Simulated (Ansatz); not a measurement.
Data:

Cd (fcc (Cu type), space group No. 225), a = 4.4319 Å, b = 4.4319 Å, c = 4.4319 Å, α = 90.00°, β = 90.00°, γ = 90.00°; the cell used has 1 atom.

This is the r²SCAN-relaxed structure.

Task: All from r²SCAN in the plane-wave PAW code Ansatz, unless another level is named. Give the density of states at the Fermi level.

Result: 0.35 states/eV per atom (mean over ±0.08 eV).

Task: Give the gap with spin–orbit coupling.

Result: none (metallic).

Space group Fm-3m (fcc (Cu type)). The cell is a constructed one: a structure type filled with these elements; the Crystallography Open Database copy checked does not list it. It is not the phase usual at ambient conditions (space group No. 194). Symmetry was held in the r²SCAN relaxation. At this level the phase is mechanically unstable. Scalar-relativistic: spin–orbit coupling is off unless named, which matters more the heavier the elements.

Potentials: the later of the program's two PAW sets.
